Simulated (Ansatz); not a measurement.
**Computed properties of KLuS$_{2}$**

```yaml
crystal:
  lattice:
    - [1.97165, 1.13833, 7.29738]
    - [-1.97165, 1.13833, 7.29738]
    - [0.00000, -2.27666, 7.29738]
  atoms:
    - { symbol: K, position: [0.00000, 0.00000, 0.00000] }
    - { symbol: Lu, position: [0.50000, 0.50000, 0.50000] }
    - { symbol: S, position: [0.76704, 0.76704, 0.76704] }
    - { symbol: S, position: [0.23296, 0.23296, 0.23296] }
```

Atoms are numbered in the order listed.

Structure from Materials Project entry mp-1007636 (possibly hypothetical), not relaxed further.

No spin–orbit coupling, which matters for the heavy atoms here.

All numbers are computed: DFT, LDA, all-electron LAPW, scalar-relativistic (Ansatz 0.2.0); DFT, LDA, PAW with Ansatz's default frozen-core files, scalar-relativistic (Ansatz 0.2.0).

For LAPW: a Γ-centred 7×7×7 k mesh, Fermi–Dirac smearing of 0.02 eV, basis error target 1 meV/atom, no spin polarisation. PAW takes a cutoff of 420 eV at this cell (files made with PBE, cores remade for this functional). The Ansatz runs share mesh, smearing and spin set-up. Values come from LAPW unless marked.

```yaml
Löwdin_charges_with_0.14_e_of_the_cell_spilling_out_of_the_atomic_basis_so_their_sizes_and_signs_hang_on_that_basis: K1 0.74, Lu2 0.55, S3 -0.57 e
Volume_per_atom: 24.57 Å³
```

Question: Give the computed value. Band gap.

Answer: 2.08 eV, indirect from Γ to F (0.5, 0, 0.5).

Question: Predict this quantity. Largest force.

Answer: 0.146 eV/Å on S3.

Question: Predict this quantity. Bader charges (from the PAW run).

Answer: K1 +0.76, Lu2 +1.84, S3 -1.30 e.

Question: Give the computed value. Pressure at this cell.

Answer: -34.7 kbar.

Question: Predict this quantity. Smallest direct gap on the path.

Answer: 2.94 eV.
